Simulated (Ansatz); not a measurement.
**Response of Na to small distortions**

```
CELL_PARAMETERS angstrom
3.76700 0.00000 0.00000
-1.88350 3.26232 0.00000
0.00000 0.00000 6.15400
ATOMIC_POSITIONS crystal
Na 0.33333 0.66667 0.25000
Na 0.66667 0.33333 0.75000
```

Atom numbers follow the list: Na1, Na2.

The conventional cell has a = 3.767 Å, b = 3.767 Å, c = 6.154 Å, α = 90.00°, β = 90.00°, γ = 120.00°. Around Na (atom 1) lie 12 Na at 3.77 Å.

The structure is an experimental refinement, used without relaxation.

Level of theory: DFT, PBEsol, all-electron PAW with datasets made for the crystal, scalar-relativistic (Ansatz 0.2.0).

The runs use a Γ-centred 13×13×7 k mesh, Fermi–Dirac smearing of 0.05 eV, cutoff 160 eV (chosen by the program for this cell), no spin polarisation.

The unchanged cell is at -0.28 GPa.

In a metal, stresses and small energies carry noise from the k mesh.

x, y and z are the Cartesian axes of the cell as listed; fractional coordinates follow a strain, and an engineering shear is twice the off-diagonal strain component.

Q: With this change (equal xy, yz and zx engineering shear strains of -3 %), what becomes of the energy and stress and forces?

A: Energy change +1 meV/atom; stress change (xx, yy, zz, yz, xz, xy) 0.02, 0.02, -0.01, 0.10, 0.09, 0.09 GPa, compression positive; change of the force on Na1 (0.012, 0.000, 0.002) eV/Å.

With equal xy, yz and zx engineering shear strains of -1 %: energy change under 1 meV/atom; stress change (xx, yy, zz, yz, xz, xy) 0.00, 0.00, 0.00, 0.04, 0.04, 0.04 GPa, compression positive.

Q: With this change (equal xy, yz and zx engineering shear strains of +2 %), what becomes of the energy and stress?

A: Energy change under 1 meV/atom; stress change (xx, yy, zz, yz, xz, xy) 0.01, 0.01, 0.00, -0.08, -0.08, -0.07 GPa, compression positive.

Q: With this change (equal xy, yz and zx engineering shear strains of -2 %), what becomes of the energy and stress?

A: Energy change under 1 meV/atom; stress change (xx, yy, zz, yz, xz, xy) 0.01, 0.01, 0.00, 0.07, 0.07, 0.07 GPa, compression positive.

With equal xy, yz and zx engineering shear strains of +1 %: energy change under 1 meV/atom; stress change (xx, yy, zz, yz, xz, xy) 0.00, 0.00, 0.00, -0.04, -0.04, -0.04 GPa, compression positive.

Q: With this change (equal xy, yz and zx engineering shear strains of +3 %), what becomes of the energy and stress?

A: Energy change +1 meV/atom; stress change (xx, yy, zz, yz, xz, xy) 0.01, 0.02, 0.00, -0.10, -0.11, -0.10 GPa, compression positive.
